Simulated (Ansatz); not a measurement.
GaN (zinc blende)

```
CELL_PARAMETERS angstrom
      0.00000     4.54879     4.54879
      2.27440     2.27440     4.54879
      2.27440     2.27440     0.00000
ATOMIC_POSITIONS crystal
  N  0.00000 0.75000 0.75000
  N  0.50000 0.75000 0.75000
  Ga 0.00000 0.00000 0.00000
  Ga 0.50000 0.00000 0.00000
```

A phonon eigenvector at X = (0.5, 0.5, 0.0) is frozen into this cell: atom i moves by Q times the vector below, so Q is the largest atomic displacement, in Å. The cell is held. (q is in reciprocal vectors of the primitive cell; the cell shown is doubled to hold the pattern.)

| atom | x | y | z |
|---|---|---|---|
| N1 | 0.000 | 0.000 | 1.000 |
| N2 | 0.000 | 0.000 | -1.000 |

Atoms not listed stay in place.

Method: PBE (plane waves to 420 eV, PAW, scalar-relativistic; Ansatz, a program for electronic structure). k mesh 12×12×12 (Γ-centred), Fermi-Dirac smearing 0.05 eV. E stands for the smeared free energy. Compression counts positive. GaN was relaxed with its symmetry unable to fall. The PAW data are Ansatz's earlier set. The zero of ΔE is the undisplaced structure.

| Q (Å) | ΔE (meV/cell) | P (GPa) |
|---|---|---|
| -0.180 | 692 | 4.55 |
| -0.150 | … | 3.17 |
| -0.120 | … | … |
| -0.090 | 174 | 1.15 |
| -0.060 | 78 | 0.52 |
| -0.030 | 19 | … |
| 0.000 | 0 | 0.01 |
| 0.030 | 19 | … |
| 0.060 | 78 | 0.52 |
| 0.090 | 174 | 1.15 |
| 0.120 | … | … |
| 0.150 | … | 3.17 |
| 0.180 | 692 | 4.55 |

Problem. Some entries are withheld; supply them.

Solution. 
- -0.150, ΔE (meV/cell): 482
- -0.120, ΔE (meV/cell): 310
- -0.120, P (GPa): 2.03
- -0.030, P (GPa): 0.14
- 0.030, P (GPa): 0.14
- 0.120, ΔE (meV/cell): 310
- 0.120, P (GPa): 2.03
- 0.150, ΔE (meV/cell): 482

(A displaced cell: forces are minus the slopes of the energy, force constants its curvatures, and phonons follow from these.)
